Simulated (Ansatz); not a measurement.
ZrMo₂:
```
CELL_PARAMETERS angstrom
      0.00000     3.76611     3.76611
      3.76611     0.00000     3.76611
      3.76611     3.76611     0.00000
ATOMIC_POSITIONS crystal
  Mo 0.12500 0.12500 0.12500
  Mo 0.62500 0.12500 0.12500
  Mo 0.12500 0.12500 0.62500
  Mo 0.12500 0.62500 0.12500
  Zr 0.50000 0.50000 0.50000
  Zr 0.75000 0.75000 0.75000
```

This is the PBEsol-relaxed structure.

Task: All from PBEsol in the plane-wave PAW code Ansatz, unless another level is named. Estimate the Debye temperature from the elastic constants.

Result: 336 K.

Task: And the elastic constants (relaxed ions, GPa)?

Result: C11 = 272, C12 = 168, C44 = 66.6.

Space group Fd-3m (cubic Laves (MgCu2 type)). The workflow started from an entry of the Crystallography Open Database (COD). Its standing as an ambient phase is unchecked. Symmetry was held in the PBEsol relaxation; whether a distortion lowers the energy is not shown. The run is not spin-polarised. As this level gives no gap, shear constants depend on the k-mesh and smearing (Fermi–Dirac, 0.1 eV here).

Potentials: the later of the program's two PAW sets.
